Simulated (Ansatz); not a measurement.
GaAs:
```xyz
2
Lattice="0.0000 2.8332 2.8332 2.8332 0.0000 2.8332 2.8332 2.8332 0.0000" Properties=species:S:1:pos:R:3 pbc="T T T"
As     4.2499     4.2499     4.2499
Ga     0.0000     0.0000     0.0000
```

Relaxed with r²SCAN. Special points in fractions of this cell's reciprocal vectors: Γ (0.000, 0.000, 0.000); X (0.500, 0.000, 0.500); U (0.625, 0.250, 0.625); K (0.375, 0.375, 0.750); L (0.500, 0.500, 0.500); W (0.500, 0.250, 0.750).

Problem. List the band energies nearest the valence-band maximum at these points for r²SCAN with spin–orbit coupling in the plane-wave PAW code Ansatz.

Solution. In eV from the valence-band maximum; about four levels below and three above (degenerate sets whole), none deeper than 8.9 eV; points with the same levels are listed once.

```tsv
k	below	above
Γ	0.00 0.00 0.00 0.00	0.86 0.86 3.82 3.82
X	-2.90 -2.90 -2.82 -2.82	1.67 1.67 1.85 1.85
U	-4.08 -4.02 -2.43 -2.43	2.17 2.18 4.88
L	-1.38 -1.38 -1.18 -1.18	1.25 1.25 4.84 4.84
W	-3.78 -3.66 -3.53 -3.49	4.78 4.96 4.97
```

Space group F-43m (zinc blende). The r²SCAN relaxation kept the symmetry of its start; phonons on a q-mesh show no instability.

Potentials: the later of the program's two PAW sets.
